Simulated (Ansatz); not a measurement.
The start is a randomly generated symmetric cell of Cu (space group No. 74). The structure is fully relaxed (lattice and positions, P = 0) with PBE (plane waves to 420 eV, PAW, scalar-relativistic; Ansatz, an electronic-structure program). First-step values are on the input's coarse k-mesh.

Ansatz input (later rounds restart from its end on a renewed k-mesh):
Ansatz 0.2 input:
```yaml
crystal:
  lattice:
    - [-1.3032301, 2.1003832, 2.3570557]
    - [1.3032301, -2.1003832, 2.3570557]
    - [1.3032301, 2.1003832, -2.3570557]
  atoms:
    - { symbol: Cu, position: [0.72019577, 0.47019577, 0.25] }
    - { symbol: Cu, position: [0.27980423, 0.52980423, 0.75] }
basis: { ecutwfc: 420, ecutrho_ratio: 4, xc_grid: 2, fft_grid_basis: typed }
kpoints: { mp_grid: { grid: [14, 14, 14] } }
hamiltonian:
  xc: pbe
  dispersion: none
  pseudopotentials: { azcp: { folder: ./paw }, kind: paw }
scf: { occupations: { method: fermi_dirac, width: 0.05 } }
relax: { f_tol: 0.01, max_steps: 100, cell: { stress_tol: 0.02 } }
output: { forces: true, stress: true }
```

**Question.** What pressure does the first self-consistent step give?

**Answer.** +14.7 GPa (positive: the cell is compressed).

**Question.** What is the largest force in the starting geometry, and on which atom (counted from 1)?

**Answer.** 0.04 eV/Å, on Cu1, Cu2 (atoms numbered as listed).

**Question.** What symmetry does the relaxed structure have?

**Answer.** The space group goes from Imma (No. 74) to P6/mmm (No. 191); the end is AFLOW prototype A_hP1_191_a (A_f, as in Sn), with 1 atom in the primitive cell.

**Question.** How much energy is released per atom?

**Answer.** 0.43 eV/atom.

**Question.** How does the volume per atom move from start to end?

**Answer.** +0.8 %, from 12.90 to 13.01 Å³/atom.

**Question.** What band gap does the relaxed structure have at this level?

**Answer.** Zero (metallic).

**Question.** Write out the relaxed structure.

**Answer.** 
```cif
data_Cu
_chemical_formula_sum 'Cu1'
_space_group_name_H-M_alt 'P6/mmm'
_space_group_IT_number 191
_space_group_name_Hall '-P 6 2'
_cell_length_a 2.48805
_cell_length_b 2.48805
_cell_length_c 2.42625
_cell_angle_alpha 90.000
_cell_angle_beta 90.000
_cell_angle_gamma 120.000
loop_
_atom_site_label
_atom_site_type_symbol
_atom_site_symmetry_multiplicity
_atom_site_Wyckoff_symbol
_atom_site_fract_x
_atom_site_fract_y
_atom_site_fract_z
_atom_site_occupancy
Cu1 Cu 1 b 0.00000 0.00000 0.50000 1
```

Final values are on a 21×21×19 k-mesh of the relaxed cell. No spin polarisation in the result.

The run could not lose the symmetry of its start: the end is stationary, and may be a saddle point rather than a minimum.

The relaxed structure here is a generated cell of Cu: the first start was made by a random draw of sites in a space group, and the end was not matched to a known phase here, so it may be hypothetical. Known forms of Cu include space group No. 225.
